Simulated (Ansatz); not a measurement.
## NbRu3, one cell by several methods

```
Nb Ru
1.0
     3.88000    0.00000    0.00000
     0.00000    3.88000    0.00000
     0.00000    0.00000    3.95760
Nb Ru
1 3
Direct
  0.00000 0.00000 0.00000
  0.00000 0.50000 0.50000
  0.50000 0.00000 0.50000
  0.50000 0.50000 0.00000
```

Atoms are numbered in the order listed.

The geometry is COD entry 2310239, unchecked; take it as a test cell. The listed cell was then made from it by scaling, straining or moving an atom.

Spin polarisation is left out, and whether a magnetic state lies lower isn't shown here.

Levels of theory: DFT, LDA, PAW with Ansatz's default frozen-core files, scalar-relativistic (Ansatz 0.2.0); DFT, LDA, all-electron PAW with datasets made for the crystal, scalar-relativistic (Ansatz 0.2.0); DFT, LDA, all-electron LAPW, scalar-relativistic (Ansatz 0.2.0).

For PAW: a Γ-centred 9×9×9 k mesh, Fermi–Dirac smearing of 0.05 eV, cutoff 420 eV, no spin polarisation; the PAW files were made with PBE, and the program remakes their frozen cores for this functional. The crystal-made all-electron datasets (AE datasets) take a cutoff of 260 eV at this cell. LAPW targets a basis error of 1 meV/atom. The Ansatz runs share mesh, smearing and spin set-up. Plane-wave (PAW) pressures include the program's estimate of the Pulay term.

Stress and pressure are positive in compression.

Spin–orbit coupling is left out, which moves gradients at and beside heavy atoms by some per cent and at worst by a factor of two.

In a metal, gradients converge slowly with the k mesh: the values move by tens of per cent from one mesh to another, at times in sign, so only the comparison on one mesh counts.

```tsv
quantity	PAW	AE datasets	LAPW
pressure (GPa)	-16.29	-16.22	-16.22
stress xx (GPa)	-15.23	-15.15	-15.15
stress zz (GPa)	-18.43	-18.36	-18.36
largest principal field gradient Vzz at Ru2 (10²¹ V/m²)	-0.59	-0.60	–
largest principal field gradient Vzz at Ru4 (10²¹ V/m²)	-0.92	-0.95	–
```
